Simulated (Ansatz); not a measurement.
# K, A15: geometry optimisation

The calculation used DFT, r2SCAN, plane waves (500 eV) with PAW, scalar-relativistic (Ansatz 0.2.0). The PAW files were generated under PBE, with cores re-solved for the functional.

k-point mesh 3×3×3, Fermi-Dirac smearing 0.1 eV, no spin polarisation. Cell and atoms relax.

Starting structure:

```
K
1.0
     8.29417    0.00000    0.00000
     0.00000    8.29417    0.00000
     0.00000    0.00000    8.29417
K
8
Cartesian
  0.0000 0.0000 0.0000
  4.1471 4.1471 4.1471
  2.0735 0.0000 4.1471
  6.2206 0.0000 4.1471
  4.1471 2.0735 0.0000
  4.1471 6.2206 0.0000
  0.0000 4.1471 2.0735
  0.0000 4.1471 6.2206
```

Q: What cell does the relaxation end in?

A: Pm-3n with a = 8.501 Å; 76.79 Å³ per atom against 71.32 at the start (7.7 %).

Q: How much energy does the relaxation gain?

A: 5.4 meV per atom.

Path of the relaxation (the plane waves are chosen anew near the end, which can shift the energy a little):

```tsv
step	E − E(final) (meV/atom)	V (Å³/atom)	P (GPa)	max force (eV/Å)
0	5.38	71.323	0.31	0.000
1	3.96	72.138	0.26	0.000
2	0.16	76.785	0.02	0.000
3	0.00	76.785	0.02	0.000
```
